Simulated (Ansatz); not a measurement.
An Ansatz input:

```yaml
crystal:
  lattice:
    - [0.0, 2.1245214008, 2.1245214008]
    - [2.1245214008, 0.0, 2.1245214008]
    - [2.1245214008, 2.1245214008, 0.0]
  atoms:
    - { symbol: Ta, position: [0.0, 0.0, 0.0] }
hamiltonian:
  xc: lda
  pseudopotentials:
    kind: paw
    azcp:
      Ta: "pseudopotentials/Ta.paw.azcp"
basis:
  ecutwfc: 420
  fft_grid_basis: typed
kpoints:
  mp_grid: { grid: [15, 15, 15], shift: [0, 0, 0] }
magnetization:
  spin_polarized: false
scf:
  occupations: { method: fermi_dirac, width: 0.1 }
  lower_state_search: "off"
output:
  stress: true
  write_density: true
  write_potential: true
  elf: true
  volumetric_format: npy
```

and its output:

```
Warning: the record states the generating functional pbe (its physics header spells it `PBE`), which answers neither for hamiltonian.xc's functional nor for the lda family's — results may be inconsistent (PPs are generated against a specific XC)
Engine: ansatz 0.2.0, aarch64-unknown-linux-gnu
Pseudopotentials: kind: paw
Pseudopotential: Ta, paw, valence charge 13, recommended cutoff 420 eV (normal) 
Functional definition: SPW92
  exchange = slater_x
  correlation = pw_c
Crystal: 1 atoms, lattice volume = 19.178 Å³
Basis set: ecut = 420 eV, 339 PW (Γ)
Bands: 11, of which v1, the nominal top of the filled ones, is band 7 counted from 1 (6 counted from 0)
Symmetry: 48 space group operations
Space group: Fm-3m (ITA 225), of the structure as read, at distance tolerance 2.7e-5 Å
k-points: 120 of 3375
Non-local potential: Ta, projectors of the file, l = 0: 3, l = 1: 2, l = 2: 2, l = 3: 1
PAW form: soft (Blöchl's): semilocal exchange-correlation on the pseudo side does not see the compensation charge
PAW frozen core: Ta, regenerated for the run's functional, and the local potential with it (the file was generated under x = pbe(κ = 0.804, μ = 0.2195149727645171), c = pbe(β = 0.06672455060314922))
PAW one-centre angular grid: Ta, 590 points (default); XC on 64 Gauss nodes
Initial density: superposition of atomic densities (neutral atoms: chi_scale 0, normalization atom), corrected by the library's trained network
Initial wavefunctions: pseudopotential atomic-orbital guess
Functional: x = slater, c = lda
SCF iter   1: F=—  HF=-9682.273275 eV  |F-HF|=—  |Δ(HF+E_count)|=         —  Δρ=3.84e-3  dr2=1.62e-3  ethr=1.77e-3  ⟨swp⟩=5.1  Hψ=7436  notcnv=0
SCF iter   2: F=—  HF=-9682.273019 eV  |F-HF|=—  |Δ(HF+E_count)|=   2.57e-4  Δρ=1.79e-3  dr2=1.91e-4  ethr=1.24e-5  ⟨swp⟩=2.0  Hψ=2549  notcnv=0
SCF iter   3: F=—  HF=-9682.273092 eV  |F-HF|=—  |Δ(HF+E_count)|=   7.37e-5  Δρ=4.12e-4  dr2=8.81e-6  ethr=1.47e-6  ⟨swp⟩=1.0  Hψ=1320  notcnv=0
SCF iter   4: F=—  HF=-9682.273096 eV  |F-HF|=—  |Δ(HF+E_count)|=   4.27e-6  Δρ=1.48e-5  dr2=2.04e-8  ethr=6.78e-8  ⟨swp⟩=1.0  Hψ=1320  notcnv=0
iter 5 did not close the SCF: its close was put off for the readings that it lacked (scf_convergence_deferred on its scf_iter line)
SCF iter   5: F=-9682.273097 eV  HF=-9682.273097 eV  |F-HF|=6.11e-10  |Δ(HF+E_count)|=   6.16e-9  Δρ=2.41e-6  dr2=9.42e-10  ethr=1.57e-10  ⟨swp⟩=2.3  Hψ=1790  notcnv=0
SCF iter   6: F=-9682.273097 eV  HF=-9682.273097 eV  |F-HF|=1.27e-11  |Δ(HF+E_count)|=  3.53e-10  Δρ=4.19e-7  dr2=1.49e-11  ethr=7.24e-12  ⟨swp⟩=4.6  Hψ=6250  notcnv=0
SCF 1 converged in 6 iterations: F = -9682.273097 eV  dr2 = 1.49e-11
SCF converged after 6 iterations
Free energy (F): -9682.273097 eV
Harris-Foulkes:  -9682.273097 eV  (|F-HF|=1.27e-11)
Internal energy: -9682.228301 eV  (E = F + TS)
E sigma→0 (E₀):  -9682.250699 eV
Entropy (-TS):   -0.044796 eV (-44.796 meV/atom)
Fermi energy:    17.364179 eV
--- Per-component energies (eV) ---
  E_band       = -124.973991
  E_kinetic    = 364.167046
  E_local      = -589.610545  (includes V_loc(G=0)·N_el)
  E_nonlocal   = 19.687255
  E_hartree    = 200.533646
  E_xc         = -215.938926
  E_vxc        = -202.925993  (∫ρ·V_xc dr)
  E_paw        = -8148.389467  (= ΣΔE_a)
  E_vpaw       = -117.359139  (= ΣTr[D̂ρ^β])
  E_aug_tail   = 0.000155  (compensation charges beyond the density's cutoff)
  E_ewald      = -1312.936368
  E_core_change = 0.258903  (= ΣΔE_core)
  E_smearing   = -0.044796  (= −TS)
  E_closure    = 0.000000  (closes the sum)
  Σ components = -9682.273097   (vs F -9682.273097, Δ=0.00e0)
--- Stress (GPa, compression-positive) ---
      -13.930631       0.000000       0.000000
        0.000000     -13.930631       0.000000
        0.000000       0.000000     -13.930631
  P = ⅓ Tr σ = -13.9306 GPa (-139.306 kbar)
--- Band table (eV; the first three rows and the last of 120) ---
  k-point 0: bands = ["-50.2435", "-16.2599", "-16.2599", "-16.2599", "9.3750", "17.7704", "17.7704", "17.7704", "20.6394", "20.6394", "29.5836"]
  k-point 1: bands = ["-50.2400", "-16.3039", "-16.2655", "-16.2655", "9.5487", "17.6245", "17.8530", "17.8530", "20.5609", "20.5609", "29.9394"]
  k-point 2: bands = ["-50.2302", "-16.4266", "-16.2814", "-16.2814", "10.0459", "17.2667", "18.0513", "18.0513", "20.4114", "20.4114", "30.7981"]
  k-point 119: bands = ["-50.1367", "-16.9092", "-16.8661", "-16.6064", "14.7065", "15.9201", "16.5130", "19.3407", "23.4410", "26.1690", "27.4396"]
```

Command:

```sh
ansatz run input.yaml --threads 2 --pin off --max-ram 5120MiB --backend cpu --events-out ev --progress --plain --runs-dir out
```

On 2 threads of Arm Neoverse V2 (shared host) this took about 0.98 s of wall time and 1.7 s of CPU time.
